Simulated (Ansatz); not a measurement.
**FeNi under pressure**

Theory: DFT PBEsol, scalar-relativistic, plane waves, PAW (Ansatz). Settings: 420 eV plane-wave cutoff, Γ-centred 16×16×12 mesh, Gaussian smearing of 0.20 eV. Collinear spin, site moments 2.5, 0.7 μB. Phonons by linear response, acoustic sum rule imposed.

Equilibrium structure at this level:
```
Fe Ni
1.0
     2.46797    0.00000    0.00000
     0.00000    2.46797    0.00000
     0.00000    0.00000    3.53343
Fe Ni
1 1
Direct
  0.00000 0.00000 0.00000
  0.50000 0.50000 0.50000
```

In a metal, frequencies and elastic constants depend on the k mesh and the smearing, soft modes and shear constants most.

The cell is relaxed again at 2 and 6 GPa. How do volume, gap and optical modes at Γ (cm⁻¹, counted from the lowest optical one; a degenerate one stands once) change?

Results:

```tsv
	0 GPa	2 GPa	6 GPa
V/V0	1.000	0.991	0.973
gap (eV)	0.00	0.00	0.00
mode 1	214	217	223
mode 3	300	306	316
```